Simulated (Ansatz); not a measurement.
AlN:
```xyz
4
Lattice="3.1066 0.0000 0.0000 -1.5533 2.6904 0.0000 0.0000 0.0000 4.9786" Properties=species:S:1:pos:R:3 pbc="T T T"
Al     1.5533     0.8968     0.0170
Al     0.0000     1.7936     2.5063
N      1.5533     0.8968     3.0956
N      0.0000     1.7936     0.6063
```

This is the r²SCAN-relaxed structure.

Problem. All from the program Ansatz at the r²SCAN level (PAW), unless another level is named. Give the formation energy from the elements (no fitted shifts).

Solution. -1.62 eV/atom.

Problem. And the band gap?

Solution. 4.88 eV (direct).

Problem. Give the weight of the valence-edge state by species (Voronoi cells).

Solution. N 88 %, Al 12 %.

Problem. And the valence-band maximum?

Solution. at Γ.

Space group P6_3mc (wurtzite). The r²SCAN relaxation kept the symmetry of its start. The references are the lowest solids computed at this level, not always the standard phases (solids in place of the gases).

Potentials: the later of the program's two PAW sets.
